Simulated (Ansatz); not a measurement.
Equation of state of NbRh

A database entry relaxed whole under r2SCAN (Pmma):

```
CELL_PARAMETERS angstrom
4.55831 0.00000 0.00000
0.00000 2.82414 0.00000
0.00000 0.00000 4.89125
ATOMIC_POSITIONS crystal
Nb 0.25000 0.00000 0.19976
Nb 0.75000 0.00000 0.80024
Rh 0.25000 0.50000 0.68817
Rh 0.75000 0.50000 0.31183
```

The cell was scaled uniformly, its shape held, and the atoms relaxed at each volume with plane-wave PAW DFT (Ansatz 0.2.0; r2SCAN, 500 eV, 8×12×7 Γ-centred mesh, fermi-dirac occupations of width 0.100 eV; no spin, no spin-orbit coupling). One row is withheld.

| volume (Å³/atom) | energy over the lowest (meV/atom) | pressure (GPa) |
| --- | --- | --- |
| 14.797 | 44.0 | 16.10 |
| 15.112 | 18.5 | 10.14 |
| 15.427 | 4.3 | 4.75 |
| 15.742 | 0.0 | -0.07 |
| 16.056 | 4.7 | -4.40 |
| 16.371 | ? | ? |
| 16.686 | 37.4 | -11.76 |

Question: Fit the pressures of the other rows to the third-order Birch-Murnaghan form.

Answer: With f = [(V₀/V)^(2/3) − 1]/2 and P = 3B₀f(1 + 2f)^(5/2)[1 + 3(B₀′ − 4)f/2], least squares gives V₀ = 15.74 Å³ an atom, B₀ = 228 GPa and B₀′ = 4.4; the rows miss the fit by 0.02 GPa. The slope of the energies differs from these pressures by 0.13 GPa, since they are taken to zero smearing while pressures follow the free energy.

Question: What does the withheld row hold?

Answer: The fit gives -8.28 GPa at 16.371 Å³; the run gave -8.28 GPa and 17.5 meV an atom.

Caveats: the shape of the cell was held, so B₀ is an upper bound where the axes differ in stiffness; 0 K, fixed nuclei; the symmetry was kept, and this need not be the phase that is stable at 0 K; one mesh for all volumes; pressure is positive in compression.
